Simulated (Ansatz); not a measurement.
Values for one crystal, relaxed and computed with DFT-r²SCAN in the program Ansatz with PAW potentials; other levels are named.

| Property | Value |
|---|---|
| Volume per atom | 8.67 Å³ |
| Band gap | 0.40 eV (indirect) |
| Mechanical stability | marginal (the smallest eigenvalue of C is near zero) |
| Hole effective mass | 0.52, 1.1, 2.8 mₑ (principal values) |
| Conduction-band minimum | off the standard path, at k = (0.227, -0.466, -0.419) |
| HSE06 gap on the r²SCAN cell | 1.00 eV |
| Elastic constants (relaxed ions, GPa) | C11 = 383, C22 = 20.4, C33 = 635, C12 = 4.2, C13 = 75.2, C23 = 3.0, C44 = 4.1, C55 = 282, C66 = -0.9, C15 = -118, C25 = -0.4, C35 = -70.8, C46 = -2.2 |

Question: Pick the material that matches.
A) C, C2/c (C on 8f, C on 8f)
B) Ge, diamond
C) Si, P4_32_12 (Si on 4a, Si on 8b)
D) Si, Cmcm (Si on 8f, Si on 8f, Si on 8f)

Answer: A, C, C2/c (C on 8f, C on 8f)

The start of the workflow was typed in or built on a structure type; neither database checked (COD, Materials Project) lists it. It is not the phase usual at ambient conditions (space group No. 194, 227). Symmetry was held in the r²SCAN relaxation; whether a distortion lowers the energy is not shown. The volume moved by 103 % from the start of the relaxation.

Potentials: the earlier of the program's two PAW sets.
